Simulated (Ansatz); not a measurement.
**Question.** Each is relaxed and computed with r²SCAN in the plane-wave PAW code Ansatz. Which is the only one with a gap?
(A) SiGe, R-3m (Ge on 3a, Si on 3b)
(B) SiC, rock salt
(C) Sc3Si5, P-62c (Sc on 6g, Si on 6h, Si on 2b, Si on 2d)
(D) SiO2, Pn-3m (Si on 2a, O on 4b)

**Answer.** D, SiO2, Pn-3m (Si on 2a, O on 4b). SiO2: gap 5.75 eV (indirect); Sc3Si5: metal; SiC: metal; SiGe: metal. Typed or built starts, not in the databases checked: Sc3Si5, P-62c (Sc on 6g, Si on 6h, Si on 2b, Si on 2d); SiGe, R-3m (Ge on 3a, Si on 3b). Not the usual ambient phase: SiO2, Pn-3m (Si on 2a, O on 4b); SiC, rock salt. All cells were relaxed under the symmetry of their starts (and spin orders); stability against distortions was not tested throughout. Rows with no word on spin ran without spin polarisation. Scalar-relativistic: spin–orbit coupling is off unless named, which matters more the heavier the elements.

Potentials: the earlier of the program's two PAW sets.
